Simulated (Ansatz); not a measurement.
Relaxed-ion elastic tensor of InGaP2 in space group R3m (No. 160; In on 3a, Ga on 3a, P on 3a, P on 3a) in GPa (Voigt order), plane-wave PAW PBEsol (Ansatz code); density 4.50 g/cm³, 22.72 Å³ per atom.

```
  131   45.3   40.0  -11.5    0.0    0.0
 45.3    131   40.0   11.5    0.0    0.0
 40.0   40.0    149    0.0    0.0    0.0
-11.5   11.5    0.0   35.5    0.0    0.0
  0.0    0.0    0.0    0.0   35.5  -11.5
  0.0    0.0    0.0    0.0  -11.5   42.8
```

Problem. Is the crystal mechanically stable?

Solution. Yes: the smallest eigenvalue of C is 27.1 GPa.

Problem. Work out the Voigt, Reuss and Hill averages.

Solution. K_V = 73.5, K_R = 73.4, K_H = 73.4; G_V = 41.8, G_R = 37.9, G_H = 39.8 GPa.

Problem. Give Young's modulus, Poisson's ratio, Pugh's ratio and the universal anisotropy index.

Solution. E = 9KG/(3K + G) = 101 GPa; ν = 0.27; K/G = 1.84 (near the Pugh limit of 1.75, no verdict); A_U = 5G_V/G_R + K_V/K_R − 6 = 0.52.

Problem. Estimate the sound speeds and the Debye temperature.

Solution. v_l = √((K + 4G/3)/ρ) = 5300 m/s, v_t = √(G/ρ) = 2970 m/s, mean 3310 m/s; Θ = (h/k)(3n/4πV)^(1/3) v_m = 348 K.

Problem. How much does each axis shrink under pressure?

Solution. Linear compressibilities β_i = Σ_j S_ij (j = 1 to 3): x 4.7, y 4.7, z 4.2 per TPa.

The first step of the workflow began from a Materials Project structure, measured or hypothetical; the Crystallography Open Database copy checked does not list it. With In and Ga taken as one species the cell has the higher symmetry F-43m, so it may be an ordered model of a mixed-site phase. Whether it is the stable phase at ambient conditions was not checked. Symmetry was held in the PBEsol relaxation; of distortions, only those at the zone centre were tested. Spin–orbit coupling is left out wherever it is not named.

Potentials: the later of the program's two PAW sets.
